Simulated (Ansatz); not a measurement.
SiGe3:
```cif
data_Ge3Si
_chemical_formula_sum 'Si1 Ge3'
_space_group_name_H-M_alt 'P-4m2'
_space_group_IT_number 115
_space_group_name_Hall 'P -4 -2'
_cell_length_a 3.96671
_cell_length_b 3.96671
_cell_length_c 5.60008
_cell_angle_alpha 90.000
_cell_angle_beta 90.000
_cell_angle_gamma 90.000
loop_
_atom_site_label
_atom_site_type_symbol
_atom_site_symmetry_multiplicity
_atom_site_Wyckoff_symbol
_atom_site_fract_x
_atom_site_fract_y
_atom_site_fract_z
_atom_site_occupancy
Si1 Si 1 a 0.00000 0.00000 0.00000 1
Ge1 Ge 2 g 0.50000 0.00000 0.24435 1
Ge2 Ge 1 c 0.50000 0.50000 0.50000 1
```

Relaxed with r²SCAN. r²SCAN in the plane-wave PAW code Ansatz gives a gap of 0.56 eV.

Task: What gap does HSE06 give on the same cell (Ansatz, PAW)?

Result: 0.93 eV, 0.37 eV more. The hybrid was solved on a coarser mesh and at special points; its gap is the smallest among all of these.

Cost on shared cores: the r²SCAN run (SCF on a 7×7×5 mesh, then bands and DOS) about 2.9 core-minutes (a rough figure), the HSE06 run (SCF on 5×5×4, then a few points) roughly 2.3 core-minutes; the tasks are unlike.

The start of the workflow was typed in or built on a structure type; neither database checked (COD, Materials Project) lists it. Its standing as an ambient phase is unchecked. Symmetry was held in the r²SCAN relaxation; whether a distortion lowers the energy is not shown. Scalar-relativistic: spin–orbit coupling is off unless named, which matters more the heavier the elements.

Potentials: the earlier of the program's two PAW sets.
